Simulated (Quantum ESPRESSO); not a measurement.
Sn3W3RuTa, one composition in several site orders

Computed values, not a measurement. The program is pw.x of Quantum ESPRESSO 7.5 (plane-wave density functional theory). The cell is made up: eight metal atoms on a face-centred cubic lattice, with elements, volume, strain and displacements drawn at random and not relaxed, so it may be unstable or far from any real phase. PseudoDojo standard norm-conserving files set the functional (PBE unless stated); there is no spin polarisation or spin-orbit coupling, the Fermi-Dirac width of 0.25 eV means electrons at about 2900 K, and the masses in the input are unused placeholders. The tin pseudopotential is less sure than most, with forces differing by about three percent from a second method on plain tin. Heavy elements are run without spin-orbit coupling, which real alloys of them have. A spin test at this wide smearing found no moment, but such smearing suppresses magnetism that the real alloy may have.

The runs put one composition on the sites in different orders. Cell, positions, cutoff, mesh and smearing stay as in the input of run 1; sites are counted in its order. Stress in the tables is positive in tension.

Input of run 1:

```
&control calculation='scf', pseudo_dir='./dojo.nc.sr.pbe.v0_5.standard.upf', outdir='./o', disk_io='medium', tprnfor=.true., tstress=.true. /
&system ibrav=0, nat=8, ntyp=4, nbnd=71, ecutwfc=84.00895049, nosym=.true., tot_charge=0,
 occupations='smearing', smearing='fd', degauss=0.0183746611
/
&electrons conv_thr=1.470e-08, electron_maxstep=70, mixing_beta=0.5 /
ATOMIC_SPECIES
Ru 1.0 Ru.upf
Sn 1.0 Sn.upf
Ta 1.0 Ta.upf
W 1.0 W.upf
CELL_PARAMETERS angstrom
-0.0186 -2.1109 -2.1247
2.081 4.3273 -2.2117
8.4541 -4.3687 4.4707
ATOMIC_POSITIONS angstrom
Sn -0.1075 -0.168 0.0374
W 4.1155 -2.0941 2.2431
W 4.1071 -0.0351 0.2506
Sn 8.5299 -2.325 2.2556
W 2.1563 -2.2004 -0.0243
Ru 6.2696 -4.4201 2.2848
Ta 2.0636 0.1302 -2.1878
Sn 6.4333 -2.2574 -0.0584
K_POINTS automatic
8 5 3 1 1 1
```

| run | elements on sites 1 to 8 | free energy less that of run 1 (eV) | -TS (eV) | pressure (GPa) | stress xx (GPa) | stress yy (GPa) | stress zz (GPa) | stress yz (GPa) | stress xz (GPa) | stress xy (GPa) | iterations |
| --- | --- | --- | --- | --- | --- | --- | --- | --- | --- | --- | --- |
| 1 | Sn W W Sn W Ru Ta Sn | 0.000 | -1.502 | -6.58 | 7.31 | 5.82 | 6.61 | -5.08 | 0.12 | 0.33 | 19 |
| 2 | W Ru W Sn Sn W Sn Ta | 1.020 | -1.575 | -6.56 | 6.51 | 5.90 | 7.26 | -4.54 | 2.57 | 1.01 | 18 |
| 3 | Sn W Ta W Ru Sn W Sn | 0.415 | -1.527 | -6.85 | 7.80 | 7.33 | 5.40 | -3.53 | 1.72 | -1.84 | 17 |
| 4 | Sn W Sn W Ta Ru Sn W | 0.569 | -1.492 | -7.31 | 8.43 | 7.77 | 5.72 | -1.19 | 1.62 | 0.02 | 17 |
| 5 | Ta Ru Sn W W W Sn Sn | 0.251 | -1.620 | -6.69 | 5.93 | 7.47 | 6.68 | -3.66 | -0.30 | 3.54 | 17 |
| 6 | Ta W W Sn Sn W Ru Sn | 0.411 | -1.545 | -8.50 | 3.95 | 11.13 | 10.42 | -6.40 | 2.24 | 1.77 | 17 |

Forces Fx Fy Fz (eV/Å):

| site | run 1 | run 2 | run 3 | run 4 | run 5 | run 6 |
| --- | --- | --- | --- | --- | --- | --- |
| 1 | 2.04 1.61 -1.63 | 0.29 1.16 -1.09 | 2.72 0.21 -0.30 | -0.53 1.54 -1.55 | -0.06 1.02 -0.96 | 1.58 0.94 -1.00 |
| 2 | -0.53 -0.08 0.33 | 0.93 -0.61 0.29 | -1.12 -0.31 0.00 | 1.87 -0.79 1.17 | 0.11 -0.28 0.22 | 0.75 -0.61 0.32 |
| 3 | -0.13 0.33 -0.47 | 2.53 0.02 -1.13 | -0.95 0.81 -1.29 | 2.79 0.22 -1.41 | 1.23 0.37 -1.36 | 1.22 0.61 -1.51 |
| 4 | -2.76 -0.68 1.20 | -2.96 0.82 -0.31 | -0.51 -0.91 0.50 | -3.56 0.67 -0.03 | -1.84 0.10 0.22 | -0.48 -1.27 1.56 |
| 5 | 0.80 -0.42 0.33 | 0.16 0.15 0.90 | 0.24 -0.37 0.72 | -0.97 -0.56 1.18 | -0.88 -0.07 1.05 | -1.88 0.08 1.08 |
| 6 | -0.13 0.26 -0.49 | -0.51 0.43 -0.43 | 1.11 1.64 -1.99 | -0.78 0.45 -0.49 | 1.68 0.64 -1.10 | 0.66 0.44 -1.00 |
| 7 | 1.82 -1.66 0.83 | 0.92 -2.32 1.74 | 0.74 -0.36 0.90 | 0.22 -0.96 0.41 | -0.23 -0.90 0.38 | 0.34 -0.58 0.21 |
| 8 | -1.12 0.64 -0.10 | -1.35 0.36 0.03 | -2.23 -0.70 1.47 | 0.97 -0.57 0.73 | -0.01 -0.89 1.55 | -2.19 0.39 0.34 |

The sites are displaced and not relaxed, so the energy differences mix bonding between neighbours with strain and are not ordering energies. A rerun of one cell of this series at a higher cutoff and on a denser mesh moved values by no more than 0.003 eV in energy, 0.03 GPa in stress and 0.005 eV/Å in force, and a second program with other atomic files agreed on that cell to 2 % rms in force and 0.5 GPa in pressure.